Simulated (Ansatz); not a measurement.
Below is a relaxed structure of In2Ga3As5. The cell was found from a structure generator's guess, not taken from experiment.

Level of theory: Ansatz, DFT PBE, scalar-relativistic, plane waves, PAW. Cutoff 420 eV, Γ-centred mesh, Gaussian smearing, no spin polarisation.

```yaml
crystal:
  lattice:
    - [-2.08918, 2.08918, 14.88404]
    - [2.08918, -2.08918, 14.88404]
    - [2.08918, 2.08918, -14.88404]
  atoms:
    - { symbol: In, position: [0.35146, 0.85146, 0.50000] }
    - { symbol: In, position: [0.14854, 0.64854, 0.50000] }
    - { symbol: Ga, position: [0.75000, 0.25000, 0.50000] }
    - { symbol: Ga, position: [0.54717, 0.04717, 0.50000] }
    - { symbol: Ga, position: [0.95283, 0.45283, 0.50000] }
    - { symbol: As, position: [0.90609, 0.90609, 0.00000] }
    - { symbol: As, position: [0.29680, 0.29680, 0.00000] }
    - { symbol: As, position: [0.70320, 0.70320, 0.00000] }
    - { symbol: As, position: [0.09391, 0.09391, 0.00000] }
    - { symbol: As, position: [0.50000, 0.50000, 0.00000] }
```

Energies over the elements count from the elements' standard structures at the same level, with no fitted energy shifts.

Task: Find its symmetry and describe it.

Result: I-4m2 (No. 119), with In and Ga ordered on zinc blende sites. Conventional cell: a = 4.178 Å, c = 29.768 Å. In has 4 As at 2.65 Å; Ga on a site of symmetry -4m2 has 4 As at 2.51 Å; around Ga on a site of symmetry 2mm lie 4 As at 2.51–2.52 Å; around As on a site of symmetry 2mm lie 2 Ga at 2.51 Å and 2 In at 2.65 Å; 2 more sites not described.

Task: How far does it lie from the elements in energy?

Result: −0.29 eV/atom. Whether it is stable depends on the other phases of the system, which aren't compared here.

Task: Is it a metal?

Result: There is no gap on the 12×12×12 mesh, but valence and conduction bands meet within 0.015 eV, so at this level it has a zero gap rather than a metal's Fermi surface.

The last run used a 12×12×12 mesh for its 10-atom cell and Gaussian smearing of 0.10 eV. The zero gap may come from the functional, which often closes small gaps. The reference form of As is held partly by dispersion forces, which this level lacks. Symmetry constrained the relaxation, so the result can be a saddle point.
